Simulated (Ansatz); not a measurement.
Consider the following.

NaI (rock salt, space group No. 225), a = 6.259 Å, b = 6.259 Å, c = 6.259 Å, α = 90.00°, β = 90.00°, γ = 90.00°; the cell used has 2 atoms.

This is the LDA-relaxed structure.

Task: All from LDA in the plane-wave PAW code Ansatz, unless another level is named. Estimate the Debye temperature from the elastic constants.

Result: 173 K.

Task: Give the zero-point energy.

Result: 18.1 meV/atom.

Space group Fm-3m (rock salt). Symmetry was held in the LDA relaxation; phonons on a q-mesh show no instability. Spin–orbit coupling is left out wherever it is not named.

Potentials: the later of the program's two PAW sets.
